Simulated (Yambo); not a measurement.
Material: CaO (rock salt, space group Fm-3m, No. 225); a = b = c = 3.368 Å, α = β = γ = 60.00° (2 atoms in the cell). Cell and atoms were relaxed with PBEsol from Materials Project entry mp-2605, within its symmetry.

With PBEsol (pw.x of Quantum ESPRESSO, ONCV potentials, scalar-relativistic), the gap between the mesh's edge points (Γ → X) is 3.549 eV.

**Question.** What does a G0W0 run in Yambo give for it (6×6×6 Γ-centred k mesh, 64 bands and a 10 Ry block in the screening, 64 bands in G with the Bruneval-Gonze terminator, plasmon pole fitted at 27.2 eV)?

**Answer.** The correction is 2.405 eV, giving 5.954 eV, 1.7 times the PBEsol value.  Nearest settings tried, and what they do to the gap: 23 bands in G: +68 meV. Not varied: bands in W, block, mesh. So the settings aren't converged at that level.
